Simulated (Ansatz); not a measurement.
WC:
```
WC
1.0
    0.00000     2.18273     2.18273
    2.18273     0.00000     2.18273
    2.18273     2.18273     0.00000
W C
1 1
Cartesian
  0.00000   0.00000   0.00000
  2.18273   2.18273   2.18273
```

Relaxed with r²SCAN.

Map the electron localisation function on the plane through (0.000, 0.000, 0.000) spanned by u = [1, 0, 0] and v = [0, 1, -1] in lattice vectors, from r²SCAN in the plane-wave PAW code Ansatz.

x is the fraction of u, y of v (the angle between them is 90°; rows are the nearest grid lines); atoms in the plane: W at (0.00, 0.00), C at (0.50, 0.50).
```
|02797323332379720|
|24896323432369842|
|78874235653247887|
|99753357875335799|
|76433589998533467|
|33235899999853233|
|22358997579985322|
|33579972027997533|
|34689950005998643|
|33579972027997533|
|22358997579985322|
|33235899999853233|
|76433589998533467|
|99753357875335799|
|78874235653247887|
|24896323432369842|
|02797323332379720|
```
Scale: ten equal steps from 0.008 (start of '0') to 0.765 (end of '9'), in the order '0123456789'; x runs from 0.000 to 1.00, y from 0.000 (bottom) to 1.00 (top).

The density is the valence pseudo-density with augmentation charge, so density and ELF within about 1 Å of a nucleus are not all-electron values.

Space group Fm-3m (rock salt). The workflow started from a Materials Project entry (that database holds measured and hypothetical structures alike); the Crystallography Open Database copy checked does not list it. It is not the phase usual at ambient conditions (space group No. 187). Symmetry was held in the r²SCAN relaxation; whether a distortion lowers the energy is not shown. The run is not spin-polarised. Its formation energy is positive at this level, so the cell may be metastable or incomplete. Spin–orbit coupling is left out wherever it is not named.

Potentials: the earlier of the program's two PAW sets.
